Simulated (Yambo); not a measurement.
## Convergence of the G0W0 gap of Au2S

G0W0@LDA for Au₂S (space group Pn-3m, No. 224) in Yambo. Reference settings: 2×2×2 Γ-centred k mesh, bands 17 to 286 and a 8 Ry block in the screening, 286 bands in G with the Bruneval-Gonze terminator, plasmon pole fitted at 27.2 eV. The LDA gap Γ → Γ on this mesh is 2.00 eV; G0W0 gaps are taken between the same points.

| change from the reference | G0W0 gap Γ → Γ (eV) | shift of the valence edge (eV) | rough Yambo cost |
|---|---|---|---|
| reference settings | 2.69 | -0.42 | 1 |
| wavefunctions cut at 50 Ry | 2.69 | -0.42 | within a factor of two |
| exchange cut at 40 Ry | 2.66 | -0.39 | – |
| 115 bands in W, 115 bands in G, 3 Ry block | 2.60 | -0.06 | about 1/5 |
| 115 bands in W, 115 bands in G, 5 Ry block | 2.65 | -0.09 | about 1/4 |
| 115 bands in W, 115 bands in G, 6 Ry block | 2.67 | -0.10 | about 1/4 |
| 165 bands in W, 165 bands in G, 5 Ry block | 2.65 | -0.24 | about 1/3 |
| 165 bands in W, 165 bands in G, 6 Ry block | 2.67 | -0.26 | about 1/3 |
| 6 Ry block | 2.64 | -0.38 | within a factor of two |
| 4×4×4 mesh | 2.75 | -0.50 | about 20× |
| 78 bands in W, 78 bands in G, no terminator | 2.65 | 0.38 | about 1/4 |
| 115 bands in W, 115 bands in G, no terminator | 2.55 | 0.18 | about 1/3 |
| 225 bands in W, 225 bands in G, 3 Ry block, no terminator | 2.50 | -0.15 | about 1/2 |
| 225 bands in W, 225 bands in G, no terminator | 2.59 | -0.19 | within a factor of two |
| no terminator | 2.59 | -0.27 | within a factor of two |

The reference isn't shown to be the converged limit. Costs are rough (shared machines), scaled to the same edge states, and given only for runs that recompute the screening.

Spin-orbit coupling is left out, which matters for elements this heavy: edges can move by tenths of an eV.

Geometry of the Materials Project entry, not relaxed at this level; primitive cell a = 5.2740 Å, b = 5.2740 Å, c = 5.2740 Å, α = 90.00°, β = 90.00°, γ = 90.00°.

A shift is the quasiparticle energy of the state minus its LDA energy.
